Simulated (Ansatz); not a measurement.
Calculated with Ansatz: CO$_{2}$, relaxation

Launch command:

```bash
ansatz run input.yaml --threads 2 --pin off --max-ram 4096MiB --backend cpu --events-out ev --progress --plain --runs-dir out
```

Input:

```yaml
crystal:
  lattice:
    - [5.56144804, 0.01778544, 0.02648926]
    - [0.01778544, 5.58129848, -0.00777756]
    - [0.02648926, -0.00777756, 5.5896389]
  atoms:
    - { symbol: C, position: [0.00229753, 0.99965636, 0.99562599] }
    - { symbol: C, position: [0.49564617, 0.99542959, 0.50264119] }
    - { symbol: C, position: [0.48811399, 0.49865618, 0.00868063] }
    - { symbol: C, position: [0.01206426, 0.52090001, 0.49114725] }
    - { symbol: O, position: [0.11547216, 0.10710238, 0.09331254] }
    - { symbol: O, position: [0.38673894, 0.88852314, 0.59909988] }
    - { symbol: O, position: [0.6035044, 0.39052937, 0.88807329] }
    - { symbol: O, position: [0.88064295, 0.61247704, 0.39002984] }
    - { symbol: O, position: [0.88390985, 0.89311921, 0.89157827] }
    - { symbol: O, position: [0.60060457, 0.10185758, 0.38423881] }
    - { symbol: O, position: [0.39277576, 0.60597845, 0.11148698] }
    - { symbol: O, position: [0.10662535, 0.40220668, 0.62272827] }
kpoints:
  mp_grid: { grid: [3, 3, 3], shift: [0.5, 0.0, 0.0] }
magnetization:
  spin_polarized: false
scf:
  occupations: { method: fermi_dirac, width: 0.024 }
  lower_state_search: "off"
hamiltonian:
  pseudopotentials: { kind: paw }
  xc: r2scan
basis:
  ecutwfc: 500
  fft_grid_basis: typed
relax:
  max_steps: 40
  cell: { p_target: 0.0 }
output:
  forces: true
  stress: true
  eigenvalues: true
  populations: true
  elf: true
  write_potential: true
  volumetric_format: npy
  dos:
    e_range: [-12, 8]
    de: 0.05
    projected: { site_lists: { C: [C], O: [O] } }
  bader: false
checkpoint:
  read: saved_state
```

Origin of the cell: a strained cell with displaced atoms, so it need not be a known compound.

The saved state is a converged single point of the same cell.

Steps («new basis» is an SCF on plane waves selected anew at the same cell):

```
step  ΔF (meV/atom)  max force component (eV/Å)  P (GPa)  volume (Å³)  SCF iterations   step was
   1            0.0                      21.546    45.86       173.50               7   accepted
   2         -666.8                       1.755    -1.24       169.33               9   accepted
   3         -687.7                       0.040     0.36       169.19               8   accepted
   4         -687.8                       0.040     0.37       169.78               6   accepted
   5         -687.7                       0.053     0.02       174.82               7   accepted
   6         -687.7                       0.001     0.00       175.38               7   accepted
   7         -687.8                       0.001    -0.08       175.38               6  new basis
   8         -687.9                       0.001    -0.01       173.63               7   accepted
   9         -687.8                       0.001     0.00       173.63               5  new basis
```

Step 1, with forces in eV/Å:

```xyz
12
Lattice="5.561 0.018 0.026 0.018 5.581 -0.008 0.026 -0.008 5.590" Properties=species:S:1:pos:R:3:forces:R:3 pbc="T T T" step=1
C     0.057    5.572    5.557   -4.356   -4.008   -3.679
C     2.788    5.561    2.815    7.767    7.701   -6.429
C     2.724    2.792    0.058   14.658  -16.273  -15.874
C     0.089    2.904    2.742    5.643   -5.356    6.010
O     0.647    0.599    0.524   13.356   12.463   11.668
O     2.183    4.961    3.352  -16.563  -16.500   15.564
O     3.387    2.183    4.977    5.048   -5.350   -5.393
O     4.919    3.431    2.199   -9.546    8.139   -9.085
O     4.955    4.994    5.000   -9.080   -8.407   -7.999
O     3.352    0.576    2.163    8.844    8.918   -9.104
O     2.198    3.388    0.629  -19.661   21.546   21.207
O     0.617    2.242    3.481    3.889   -2.873    3.113
```

Step 2, with forces in eV/Å:

```xyz
12
Lattice="5.522 0.016 0.023 0.016 5.537 -0.014 0.023 -0.014 5.538" Properties=species:S:1:pos:R:3:forces:R:3 pbc="T T T" step=2
C    -0.010    5.543    5.491    0.278    0.423    0.165
C     2.810    5.604    2.789   -0.961   -0.830   -0.121
C     2.760    2.693   -0.017   -0.830    1.653    0.998
C     0.083    2.843    2.786   -1.328   -1.755    0.300
O     0.648    0.697    0.609   -0.279   -0.403   -0.181
O     2.103    4.916    3.421    0.786    0.701   -0.267
O     3.465    2.052    4.825   -0.215   -0.126    0.163
O     4.825    3.395    2.137    0.716    0.856   -0.125
O     4.813    4.907    4.857    0.079   -0.107    0.080
O     3.440    0.711    2.085    0.113    0.037    0.358
O     2.109    3.404    0.669    0.978   -1.417   -1.109
O     0.641    2.084    3.476    0.663    0.969   -0.260
```

Step 3, with forces in eV/Å:

```xyz
12
Lattice="5.552 0.006 0.013 0.006 5.523 -0.010 0.013 -0.010 5.518" Properties=species:S:1:pos:R:3:forces:R:3 pbc="T T T" step=3
C    -0.002    5.520    5.495    0.014    0.008    0.012
C     2.775    5.536    2.743    0.004    0.000   -0.002
C     2.766    2.762   -0.008    0.011   -0.018   -0.022
C    -0.001    2.769    2.751   -0.035   -0.003   -0.017
O     0.657    0.675    0.649   -0.004   -0.005    0.005
O     2.106    4.868    3.416   -0.001    0.002   -0.002
O     3.448    2.084    4.838    0.004    0.009    0.004
O     4.872    3.433    2.093   -0.007    0.033   -0.025
O     4.872    4.858    4.844    0.001   -0.009   -0.007
O     3.439    0.681    2.081   -0.010   -0.013    0.006
O     2.097    3.430    0.663   -0.016    0.024    0.020
O     0.675    2.108    3.423    0.040   -0.028    0.029
```

Step 4, with forces in eV/Å:

```xyz
12
Lattice="5.554 0.005 0.011 0.005 5.532 -0.009 0.012 -0.009 5.526" Properties=species:S:1:pos:R:3:forces:R:3 pbc="T T T" step=4
C    -0.002    5.530    5.504    0.009    0.006    0.008
C     2.774    5.543    2.748    0.003    0.000   -0.001
C     2.766    2.769   -0.008    0.007   -0.012   -0.015
C    -0.003    2.773    2.753   -0.023   -0.003   -0.010
O     0.655    0.675    0.654    0.012    0.011    0.017
O     2.107    4.875    3.421   -0.014   -0.011    0.012
O     3.446    2.091    4.844    0.016   -0.007   -0.010
O     4.876    3.439    2.092   -0.019    0.036   -0.030
O     4.877    4.867    4.849   -0.014   -0.020   -0.018
O     3.436    0.679    2.083    0.008    0.005   -0.009
O     2.098    3.437    0.664   -0.023    0.028    0.025
O     0.670    2.111    3.426    0.040   -0.033    0.032
```

Step 5, with forces in eV/Å:

```xyz
12
Lattice="5.595 0.000 -0.001 0.000 5.592 -0.003 -0.001 -0.003 5.588" Properties=species:S:1:pos:R:3:forces:R:3 pbc="T T T" step=5
C    -0.022    5.598    5.570    0.012    0.009    0.014
C     2.786    5.604    2.778   -0.021   -0.025    0.030
C     2.781    2.800   -0.012   -0.029    0.027    0.033
C    -0.014    2.796    2.790   -0.007    0.053   -0.045
O     0.645    0.680    0.659   -0.005   -0.016   -0.011
O     2.122    4.937    3.457    0.002    0.002   -0.015
O     3.454    2.131    4.907    0.021   -0.021   -0.027
O     4.916    3.468    2.116    0.007   -0.031    0.025
O     4.908    4.928    4.894    0.004    0.001    0.007
O     3.452    0.679    2.105    0.010    0.011   -0.013
O     2.107    3.465    0.658    0.010    0.002   -0.005
O     0.654    2.126    3.462   -0.003   -0.011    0.007
```

Step 9, with forces in eV/Å:

```xyz
12
Lattice="5.581 0.000 0.000 0.000 5.578 0.000 0.000 0.000 5.577" Properties=species:S:1:pos:R:3:forces:R:3 pbc="T T T" step=9
C    -0.015    5.585    5.568    0.000    0.000    0.000
C     2.776    5.586    2.779    0.000    0.000    0.000
C     2.776    2.797   -0.010    0.000    0.000    0.000
C    -0.015    2.797    2.779    0.000    0.000    0.000
O     0.655    0.677    0.660    0.000    0.000    0.000
O     2.107    4.916    3.449    0.000    0.000    0.000
O     3.446    2.127    4.897    0.000    0.000    0.000
O     4.897    3.466    2.108    0.000    0.000    0.000
O     4.897    4.916    4.897    0.000    0.000    0.000
O     3.446    0.677    2.108    0.000    0.000    0.000
O     2.106    3.466    0.660    0.000    0.000    0.000
O     0.655    2.127    3.450    0.000    0.000   -0.001
```

- Free energy lowered by: 687.8 meV/atom
- Volume change: 0.08 %
- Final pressure: 0.00 GPa
- Relaxation steps listed: 9
- Formation energy (elements under the same functional, gases as molecules, uncorrected): -1.365 eV/atom
- Gap on the mesh: 7.72 eV

Caveats: the given cell is far from equilibrium, with atoms too close or a volume far off.

Time: 360 s of wall time on 2 CPU thread(s) of a shared host, from a saved density.
